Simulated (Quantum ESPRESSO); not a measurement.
**Kohn-Sham bands of Ge (diamond)**

```
CELL_PARAMETERS angstrom
      0.00000     2.83743     2.83743
      2.83743     0.00000     2.83743
      2.83743     2.83743     0.00000
ATOMIC_POSITIONS crystal
  Ge 0.00000 0.00000 0.00000
  Ge 0.25000 0.25000 0.25000
```

Materials Project entry mp-32; symmetrised, unrelaxed at this level. This is the element's usual structure. Method: PBEsol plane waves in Quantum ESPRESSO 7.5 (PseudoDojo norm-conserving files, 63 Ry, no spin polarisation, no spin-orbit coupling), Bloch states on a 10×10×10 mesh through Γ, Wannier90 4.0.1. Density: 10×10×10 mesh, cold smearing 0.01 Ry. Spin-orbit coupling, left out, would split the p-like bands by a few tenths of an eV.

### Question
List the Kohn-Sham levels between −8 and 3.0 eV relative to the Fermi level at the high-symmetry points, as a band run of pw.x on that density gives them (levels within 2 meV counted together).

### Answer
```json
[
 {"point": "Γ", "k (reciprocal lattice)": "0.000 0.000 0.000", "levels (eV)": "-0.03, 0.07 (×3), 2.60 (×3)"},
 {"point": "X", "k (reciprocal lattice)": "0.500 0.000 0.500", "levels (eV)": "-2.98 (×2), 0.75 (×2)"},
 {"point": "U", "k (reciprocal lattice)": "0.625 0.250 0.625", "levels (eV)": "-4.25, -2.55, 1.16"},
 {"point": "K", "k (reciprocal lattice)": "0.375 0.375 0.750", "levels (eV)": "-4.25, -2.55, 1.16"},
 {"point": "L", "k (reciprocal lattice)": "0.500 0.500 0.500", "levels (eV)": "-7.52, -1.32 (×2), 0.16"},
 {"point": "W", "k (reciprocal lattice)": "0.500 0.250 0.750", "levels (eV)": "-3.82 (×2)"}
]
```
